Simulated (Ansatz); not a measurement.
One crystal and one scan (energy against volume) at two levels, PBEsol (plane waves to 420 eV, PAW, scalar-relativistic; Ansatz, a first-principles code) and PBE (plane waves to 420 eV, PAW, scalar-relativistic; Ansatz), each from its own relaxed cell and on its own mesh. The cell shown is that of PBEsol.

Ba2N (space group R-3m)

```
Ba2N
1.0
    1.96209     1.13281     7.48910
   -1.96209     1.13281     7.48910
    0.00000    -2.26563     7.48910
Ba N
2 1
Direct
  0.73246   0.73246   0.73246
  0.26754   0.26754   0.26754
  0.00000   0.00000   0.00000
```

The volume is varied about the relaxed value V₀ at fixed cell shape. The atoms relax within the cell's symmetry.

E stands for the smeared free energy. Ba2N was relaxed with its symmetry unable to fall. With the shape held, the modulus is that of even scaling; a crystal free to change shape is softer. Percentages come from the unrounded values. Both scans cover V/V₀ from 0.900 to 1.100.

Results of PBEsol:

| Quantity | Value |
|---|---|
| Lattice constant a (Å) | 3.924 |
| Lattice constant c (Å) | 22.47 |
| Relaxed volume (Å³/atom) | 33.29 |
| Bulk modulus at fixed cell shape B₀ (third-order Birch-Murnaghan fit) (GPa) | 20.5 |

Question: What does PBE give for the same quantities?

Answer: 
```tsv
quantity	PBE	PBEsol − PBE
Lattice constant a (Å)	4.021	-0.097 (-2.4 %)
Lattice constant c (Å)	22.78	-0.31 (-1.4 %)
Relaxed volume (Å³/atom)	35.45	-2.16 (-6.1 %)
Bulk modulus at fixed cell shape B₀ (third-order Birch-Murnaghan fit) (GPa)	19.9	+0.6 (+3 %)
```

PBEsol gives the higher value for: bulk modulus at fixed cell shape B₀. PBEsol gives the lower value for: lattice constant a; lattice constant c; relaxed volume.

(Under strain, the slope of the energy per volume gives the stress and its curvature an elastic modulus.)
